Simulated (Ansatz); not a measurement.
The calculation used Ansatz 0.2.0, DFT PBE, scalar-relativistic, plane waves, PAW. All cells share a 420 eV cutoff and Γ-centred k meshes spaced at most about 0.3 Å⁻¹ (about 0.25 or finer for metals, 2π included). No spin polarisation in the final relaxations.

Temperature and zero-point effects are left out.

Two forms of Ti2W3 were relaxed alike.

A. Space group R-3m (No. 166), trigonal, a = 4.499 Å, c = 13.798 Å. Ti is surrounded by 5 W at 2.73–2.80 Å, 3 Ti at 2.79 Å and 6 W at 3.16–3.18 Å; W on a site of symmetry 3m has 4 W at 2.68–2.77 Å, 4 Ti at 2.73–2.76 Å, 3 Ti at 3.18 Å and 3 W at 3.23 Å; around W on a site of symmetry -3m lie 6 W at 2.77 Å, 2 Ti at 2.80 Å and 6 Ti at 3.16 Å.

B. Space group P6_3/mmc (No. 194), hexagonal, a = 2.799 Å, c = 24.451 Å. Around Ti lie 6 Ti at 2.80 Å and 6 W at 2.93 Å; around W on a site of symmetry -6m2 lie 6 W at 2.80 Å and 6 Ti at 2.93 Å; W on a site of symmetry 3m is surrounded by 9 W at 2.80–2.94 Å and 3 Ti at 2.93 Å.

Question: Which form is favoured at zero pressure, and by what margin per atom?

Answer: A is lower, by 0.40 eV/atom. A has Ti and W ordered on bcc sites, space group R-3m (No. 166), 16.1 Å³/atom and no gap on its mesh; B has Ti and W ordered on hcp sites, space group P6_3/mmc (No. 194), 16.6 Å³/atom and no gap. Counting all near atoms (those within 1.25 times the shortest distance at each site; a plus sign parts nearer from farther groups), A has Ti 8+6, W 8+6 and B has Ti 12, W 12. Both come from invented guesses.

Spin–orbit coupling, which can matter for W, is left out. A magnetic state wasn't ruled out in cells without spin, among them P6_3/mmc. Cells relaxed within their symmetry can be saddle points.
